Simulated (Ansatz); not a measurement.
This cell of Ru (hcp, Mg type) is off equilibrium:

```xyz
2
Lattice="2.7220 0.0000 0.0000 -1.3610 2.3573 0.0000 0.0000 0.0000 4.2907" Properties=species:S:1:pos:R:3 pbc="T T T"
Ru     0.1627     1.6655     3.4746
Ru     1.3610     0.7858     1.0727
```

The numbers are results of PBE (plane waves to 420 eV, PAW, scalar-relativistic; Ansatz, a first-principles code), not measurements. k mesh 16×16×9 (Γ-centred), Fermi-Dirac smearing 0.05 eV. Energies are smeared free energies. Stress and pressure are positive under compression. With partly filled bands, energies and forces of such displacements shift with the k mesh and the smearing. Ru is run without spin polarisation. Ru was relaxed with its symmetry unable to fall. The PAW data are Ansatz's earlier set.

Question: What forces act on the atoms (eV/Å, Cartesian)?

Answer: 
```
atom      Fx      Fy      Fz
----  ------  ------  ------
Ru1   -1.215  -0.702  -3.716
Ru2    1.215   0.702   3.716
```

Question: Give the stress tensor in GPa and the pressure.

Answer: 
```
    4.2     -4.5      5.7
   -4.5      9.4      3.3
    5.7      3.3     26.7
```
The pressure, a third of the trace, is 13.5 GPa.

Question: In it atom 1 sits (0.163, 0.094, 0.257) Å away from its relaxed site. What is its energy relative to the relaxed cell?

Answer: 559 meV/cell.

(For displaced atoms, the force is minus the slope of the energy, and its curvature is a force constant, which sets phonon frequencies.)
